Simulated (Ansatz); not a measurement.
From the elastic tensor of CaTi2N2 to moduli and sound speeds

The calculation used DFT PBE, scalar-relativistic, plane waves, PAW in Ansatz. Cutoff 420 eV, 14×14×14 k-points (Γ-centred), Gaussian smearing of 0.10 eV. No spin polarisation.

Space group I4/mmm (No. 139), tetragonal, a = 3.023 Å, c = 14.421 Å. Around Ca lie 2 N at 2.52 Å, 4 Ca at 3.02 Å and 8 Ti at 3.39 Å; around Ti lie 5 N at 2.06–2.14 Å, 8 Ti at 2.90–3.02 Å and 4 Ca at 3.39 Å; N has 5 Ti at 2.06–2.14 Å and 1 Ca at 2.52 Å.

It was reached by relaxing an invented guess, and it needn't be the stable form of this composition. In a metal, frequencies and elastic constants depend on the k mesh and the smearing, soft modes and shear constants most.

Relaxed-ion constants (GPa, on the Cartesian axes of the calculation):
C11 = 314.7, C12 = 71.6, C13 = 54.9, C22 = 314.7, C23 = 54.9, C33 = 216.6, C44 = 63.3, C55 = 63.3, C66 = 122.1 GPa; the others vanish.

Density 4.127 g/cm³; 5 atoms in 65.91 Å³.

With S = C⁻¹: B_V = (C11+C22+C33+2(C12+C13+C23))/9, G_V = (C11+C22+C33−C12−C13−C23+3(C44+C55+C66))/15, 1/B_R = S11+S22+S33+2(S12+S13+S23), 15/G_R = 4(S11+S22+S33−S12−S13−S23)+3(S44+S55+S66); Hill is their mean. Then v_l = √((B+4G/3)/ρ), v_t = √(G/ρ), v_m = [(2/v_t³+1/v_l³)/3]^(−1/3) and Θ = (ħ/k_B)·v_m·(6π²n/V)^(1/3) for n atoms in the volume V; E = 9BG/(3B+G), ν = (3B−2G)/(2(3B+G)) and A^U = 5G_V/G_R + B_V/B_R − 6.

```
Bulk modulus, Voigt / Reuss / Hill          : 134.3 / 129.4 / 131.9 GPa
Shear modulus, Voigt / Reuss / Hill         : 94.1 / 85.6 / 89.8 GPa
Young's modulus                             : 220 GPa
Poisson ratio                               : 0.222
Pugh ratio B/G                              : 1.47 (under 1.75, the rule of thumb for brittle)
Universal anisotropy index                  : 0.53
Longitudinal and transverse sound speeds    : 7809 and 4666 m/s
Debye temperature from the mean sound speed : 651 K
```
